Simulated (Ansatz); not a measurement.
**Question.** Name crystals whose computed values (DFT-PBEsol in the program Ansatz with PAW potentials) fall in these windows: gap (eV) 0.27 to 0.34; ε∞ 5.3 to 7.0; Θ_D (K) 300 to 390.

**Answer.** 

```tsv
crystal	gap (eV)	ε∞	Θ_D (K)
KCr3O8, C2/m (Pearson symbol mS24)	0.29	6.27	347
```
Others may fit too.

Spin orders computed, not proven ground states: KCr3O8, C2/m (Pearson symbol mS24) ferromagnetic. Standing as an ambient phase not checked: KCr3O8, C2/m (Pearson symbol mS24). The cell was relaxed under the symmetry of its start. No Hubbard U is applied.

Potentials: the earlier of the program's two PAW sets. The files were generated under PBE; for other functionals the program regenerates the frozen cores, and for LDA and PBEsol the local potential too.
